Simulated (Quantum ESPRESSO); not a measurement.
Pd2GaReMg4, input and log of a self-consistent run

Computed values, not a measurement. The program is pw.x of Quantum ESPRESSO 7.5 (plane-wave density functional theory). The cell is made up: eight metal atoms on a face-centred cubic lattice, with elements, volume, strain and displacements drawn at random and not relaxed, so it may be unstable or far from any real phase. PseudoDojo standard norm-conserving files set the functional (PBE unless stated); there is no spin polarisation or spin-orbit coupling, the Fermi-Dirac width of 0.25 eV means electrons at about 2900 K, and the masses in the input are unused placeholders. Heavy elements are run without spin-orbit coupling, which real alloys of them have. A spin test at this wide smearing found no moment, but such smearing suppresses magnetism that the real alloy may have.

Input:

```
&control calculation='scf', pseudo_dir='./dojo.nc.sr.pbe.v0_5.standard.upf', outdir='./o', disk_io='minimal', tprnfor=.true., tstress=.true. /
&system ibrav=0, nat=8, ntyp=4, nbnd=64, ecutwfc=84.00895049, nosym=.true., tot_charge=0,
 occupations='smearing', smearing='fd', degauss=0.0183746611
/
&electrons conv_thr=1.470e-08, electron_maxstep=70, mixing_beta=0.5 /
ATOMIC_SPECIES
Ga 1.0 Ga.upf
Mg 1.0 Mg.upf
Pd 1.0 Pd.upf
Re 1.0 Re.upf
CELL_PARAMETERS angstrom
2.161 4.322 2.161
2.161 -4.322 2.161
2.161 0.0 -6.4831
ATOMIC_POSITIONS angstrom
Pd -0.0041 0.0209 0.0112
Ga 2.1223 -2.0937 0.0895
Re 2.2363 0.014 -2.1965
Mg 4.3177 -2.0397 -2.2093
Mg 2.2053 -0.0546 2.228
Pd 2.1145 2.0876 0.0311
Mg 4.3131 0.1006 -0.0815
Mg 4.4007 2.1791 -2.1434
K_POINTS automatic
5 5 4 1 1 1
```

The log is shortened where brackets say so; the opening notice, blank lines, dates and the lines on written files are dropped, and the path of the files is cut. It prints rydbergs, bohrs and kilobars, and counts compression as positive stress. Its total energy is the free energy E - TS of the whole cell.

```
     Program PWSCF v.7.5
     Parallel version (MPI & OpenMP), running on       4 processor cores
     Number of MPI processes:                 4
     Threads/MPI process:                     1
     [start-up lines left out]
     bravais-lattice index     =            0
     lattice parameter (alat)  =      10.0030  a.u.
     unit-cell volume          =    1089.6472 (a.u.)^3
     number of atoms/cell      =            8
     number of atomic types    =            4
     number of electrons       =       104.00
     number of Kohn-Sham states=           64
     kinetic-energy cutoff     =      84.0090  Ry
     charge density cutoff     =     336.0358  Ry
     scf convergence threshold =      1.5E-08
     mixing beta               =       0.5000
     number of iterations used =            8  plain     mixing
     Exchange-correlation= PBE
                           (   1   4   3   4   0   0   0)
     [axes and pseudopotential details left out]
   Cartesian axes
     site n.     atom                  positions (alat units)
         1        Pd     tau(   1) = (  -0.0007746   0.0039484   0.0021159  )
         2        Ga     tau(   2) = (   0.4009372  -0.3955342   0.0169080  )
         3        Re     tau(   3) = (   0.4224737   0.0026448  -0.4149548  )
         4        Mg     tau(   4) = (   0.8156842  -0.3853327  -0.4173730  )
         5        Mg     tau(   5) = (   0.4166173  -0.0103148   0.4209057  )
         6        Pd     tau(   6) = (   0.3994637   0.3943818   0.0058753  )
         7        Mg     tau(   7) = (   0.8148152   0.0190050  -0.0153967  )
         8        Mg     tau(   8) = (   0.8313643   0.4116677  -0.4049234  )
     number of k points=    50  Fermi-Dirac smearing, width (Ry)=  0.0184
                       cart. coord. in units 2pi/alat
        k(    1) = (   0.2602581   0.0000000  -0.0153091), wk =   0.0400000
        k(    2) = (   0.4133494   0.0000000  -0.1684005), wk =   0.0400000
     [further k points left out]
     Dense  grid:   113241 G-vectors     FFT dimensions: (  60,  60,  75)
     Estimated max dynamical RAM per process >     365.54 MB
     Estimated total dynamical RAM >       1.35 GB
     Initial potential from superposition of free atoms
     starting charge     103.9935, renormalised to     104.0000
     Starting wfcs are   57 randomized atomic wfcs +    7 random wfcs
     total cpu time spent up to now is       12.4 secs
     per-process dynamical memory:   274.6 Mb
     Self-consistent Calculation
     iteration #  1     ecut=    84.01 Ry     beta= 0.50
     Davidson diagonalization with overlap
     ethr =  1.00E-02,  avg # of iterations =  3.4
     total cpu time spent up to now is       49.0 secs
     total energy              =   -1337.26112758 Ry
     estimated scf accuracy    <       9.99059921 Ry
     iteration #  2     ecut=    84.01 Ry     beta= 0.50
     Davidson diagonalization with overlap
     ethr =  9.61E-03,  avg # of iterations =  3.0
     total cpu time spent up to now is       83.3 secs
     total energy              =   -1342.07883695 Ry
     estimated scf accuracy    <      36.59143023 Ry
     iteration #  3     ecut=    84.01 Ry     beta= 0.50
     Davidson diagonalization with overlap
     ethr =  9.61E-03,  avg # of iterations =  4.3
     total cpu time spent up to now is      116.2 secs
     total energy              =   -1343.72092865 Ry
     estimated scf accuracy    <       3.92744054 Ry
     iteration #  4     ecut=    84.01 Ry     beta= 0.50
     Davidson diagonalization with overlap
     ethr =  3.78E-03,  avg # of iterations =  1.9
     total cpu time spent up to now is      144.2 secs
     total energy              =   -1343.48062827 Ry
     estimated scf accuracy    <       1.62488324 Ry
     iteration #  5     ecut=    84.01 Ry     beta= 0.50
     Davidson diagonalization with overlap
     ethr =  1.56E-03,  avg # of iterations =  2.1
     total cpu time spent up to now is      164.9 secs
     total energy              =   -1343.63514511 Ry
     estimated scf accuracy    <       0.21053997 Ry
     [iterations 6 to 9 left out]
     iteration # 10     ecut=    84.01 Ry     beta= 0.50
     Davidson diagonalization with overlap
     ethr =  1.14E-06,  avg # of iterations =  1.1
     total cpu time spent up to now is      312.6 secs
     total energy              =   -1343.64560560 Ry
     estimated scf accuracy    <       0.00006583 Ry
     iteration # 11     ecut=    84.01 Ry     beta= 0.50
     Davidson diagonalization with overlap
     ethr =  6.33E-08,  avg # of iterations =  2.0
     total cpu time spent up to now is      345.4 secs
     total energy              =   -1343.64561604 Ry
     estimated scf accuracy    <       0.00001246 Ry
     iteration # 12     ecut=    84.01 Ry     beta= 0.50
     Davidson diagonalization with overlap
     ethr =  1.20E-08,  avg # of iterations =  2.0
     total cpu time spent up to now is      376.2 secs
     total energy              =   -1343.64561825 Ry
     estimated scf accuracy    <       0.00000298 Ry
     iteration # 13     ecut=    84.01 Ry     beta= 0.50
     Davidson diagonalization with overlap
     ethr =  2.87E-09,  avg # of iterations =  1.0
     total cpu time spent up to now is      403.9 secs
     total energy              =   -1343.64561845 Ry
     estimated scf accuracy    <       0.00000010 Ry
     iteration # 14     ecut=    84.01 Ry     beta= 0.50
     Davidson diagonalization with overlap
     ethr =  9.24E-11,  avg # of iterations =  2.3
     total cpu time spent up to now is      437.9 secs
     End of self-consistent calculation
     [lines on levels left out]
!    total energy              =   -1343.64561846 Ry
     estimated scf accuracy    <          2.6E-09 Ry
     smearing contrib. (-TS)   =      -0.07976015 Ry
     internal energy E=F+TS    =   -1343.56585831 Ry
     The total energy is F=E-TS. E is the sum of the following terms:
     one-electron contribution =    -724.97415877 Ry
     hartree contribution      =     384.17288592 Ry
     xc contribution           =    -224.08463681 Ry
     ewald contribution        =    -778.67994866 Ry
     convergence has been achieved in  14 iterations
     Forces acting on atoms (cartesian axes, Ry/au):
     atom    1 type  3   force =     0.00833531   -0.00163684   -0.00730934
     atom    2 type  1   force =     0.01758595   -0.00306726   -0.02577372
     atom    3 type  4   force =    -0.02469365    0.00087393    0.02176451
     atom    4 type  2   force =     0.01417014   -0.01919979    0.01461632
     atom    5 type  2   force =    -0.00211471    0.01977729   -0.00580442
     atom    6 type  3   force =     0.01466006    0.00610983   -0.01428252
     atom    7 type  2   force =     0.00017518   -0.00733662    0.01625817
     atom    8 type  2   force =    -0.02811827    0.00447947    0.00053100
     Total force =     0.070644     Total SCF correction =     0.000182
     Computing stress (Cartesian axis) and pressure
          total   stress  (Ry/bohr**3)                   (kbar)     P=     -111.47
  -0.00080114   0.00014075  -0.00000955         -117.85       20.71       -1.41
   0.00014075  -0.00072336   0.00005558           20.71     -106.41        8.18
  -0.00000955   0.00005558  -0.00074887           -1.41        8.18     -110.16
     init_run     :     11.43s CPU     12.26s WALL (       1 calls)
     electrons    :    422.28s CPU    425.52s WALL (       1 calls)
     forces       :      4.71s CPU      4.75s WALL (       1 calls)
     stress       :     15.72s CPU     15.72s WALL (       1 calls)
     [timing details left out]
     PWSCF        :   7m34.46s CPU   7m38.63s WALL
     JOB DONE.
```

In other units: free energy -18281.230 eV for the cell, pressure -11.15 GPa, largest force component 0.723 eV/Å in size. The run took 461 s of wall time with four MPI processes on a shared machine (AMD EPYC, older, virtual cores), so the time is rough. A rerun of this cell at a higher cutoff and on a denser mesh moved values by no more than 0.005 eV in energy, 0.03 GPa in stress and 0.005 eV/Å in force, and a second program with other atomic files agreed on that cell to 2 % rms in force and 0.5 GPa in pressure.